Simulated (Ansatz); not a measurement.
A relaxed cell of ZnCu2SnS4 (I-4 (No. 82)), relaxed on a k-mesh at least as fine as the one used below. Method: PBEsol (plane waves to 420 eV, PAW, scalar-relativistic; Ansatz, a quantum-chemistry and plane-wave program). Γ-centred k-mesh 5×5×6 on the run's cell (coarser than for final values), Fermi–Dirac smearing 0.05 eV.

```
ZnCu2SnS4
1.0
   -2.68742     2.68742     5.37554
    2.68742    -2.68742     5.37554
    2.68742     2.68742    -5.37554
Cu Zn Sn S
2 1 1 4
Cartesian
  0.00000   0.00000   0.00000
  0.00000   2.68742   2.68777
  2.68742   0.00000   2.68777
  0.00000   0.00000   5.37554
  1.39564   1.44371   3.97798
  1.29178   1.24371  -1.39755
  1.44371  -1.39564   6.77309
  1.24371   4.08305   1.39755
```

The atoms are displaced by (Å):

```csv
atom,ux,uy,uz
Cu1,-0.162,0.849,-0.164
Cu2,0.250,0.515,-0.226
Zn3,0.223,0.592,-0.006
Sn4,0.256,0.177,0.587
S5,-0.003,0.023,-0.762
S6,0.042,-0.152,0.202
S7,-0.344,-0.361,-0.320
S8,-0.203,0.363,-0.278
```

Question: What forces (eV/Å) and pressure result?

Answer: 
```json
[
 {"atom": "Cu1", "Fx": "-1.58", "Fy": "-1.88", "Fz": "0.89"},
 {"atom": "Cu2", "Fx": "-1.24", "Fy": "-1.02", "Fz": "1.90"},
 {"atom": "Zn3", "Fx": "3.47", "Fy": "-6.06", "Fz": "4.42"},
 {"atom": "Sn4", "Fx": "-2.14", "Fy": "4.51", "Fz": "-2.55"},
 {"atom": "S5", "Fx": "-7.66", "Fy": "3.99", "Fz": "4.25"},
 {"atom": "S6", "Fx": "5.90", "Fy": "2.64", "Fz": "-5.12"},
 {"atom": "S7", "Fx": "2.47", "Fy": "-2.39", "Fz": "-2.44"},
 {"atom": "S8", "Fx": "0.78", "Fy": "0.22", "Fz": "-1.34"}
]
```

Pressure +21.4 GPa.

Question: Estimate the energy cost of the displacement in the harmonic approximation and compare with the calculation.

Answer: For a harmonic well ΔE = −½ Σ F·u = 5.033 eV a cell, or 629 meV/atom. The calculated energy relative to the undisplaced cell is +1.07 eV/atom, so anharmonic terms matter at this amplitude.

No spin polarisation in the result.

The run that gave the undisplaced cell could not lose the symmetry of its start; a randomly shaken copy of 8 atoms returns to this structure.
